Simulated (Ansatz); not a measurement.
BeTe:
```xyz
2
Lattice="0.0000 2.6799 2.6799 2.6799 0.0000 2.6799 2.6799 2.6799 0.0000" Properties=species:S:1:pos:R:3 pbc="T T T"
Te     0.0000     0.0000     0.0000
Be     2.6799     2.6799     2.6799
```

Relaxed with PBE. Special points in fractions of this cell's reciprocal vectors: Γ (0.000, 0.000, 0.000); X (0.500, 0.000, 0.500); U (0.625, 0.250, 0.625); K (0.375, 0.375, 0.750); L (0.500, 0.500, 0.500); W (0.500, 0.250, 0.750).

Problem. List the band energies nearest the Fermi level at these points for the program Ansatz at the PBE with spin–orbit coupling level (PAW).

Solution. In eV from the Fermi level; about four levels below and three above (degenerate sets whole), none deeper than 8.9 eV; points with the same levels are listed once.

```
k                    below                above
-  -----------------------  -------------------
Γ  -0.09 -0.09 -0.09 -0.09  2.98 2.98 5.93 5.93
X  -2.90 -2.90 -1.02 -1.02  3.01 3.01 8.49 8.49
U  -5.06 -5.06 -2.44 -2.44  0.46 0.46 5.74 5.74
L  -0.69 -0.69 -0.03 -0.03  2.20 2.20 2.23 2.23
W  -4.83 -4.83 -4.22 -4.22  3.25 3.25 3.37 3.37
```

Space group Fm-3m (rock salt). A made-up cell: these elements were put on the sites of a structure type; neither database checked (COD, Materials Project) lists it. COD files the formula under space group No. 216, so this cell is another polymorph or a model. Whether it is the stable phase at ambient conditions was not checked. The cell was relaxed with PBE under the symmetry of its start. At this level the phase is dynamically unstable (imaginary phonons).

Potentials: the later of the program's two PAW sets.
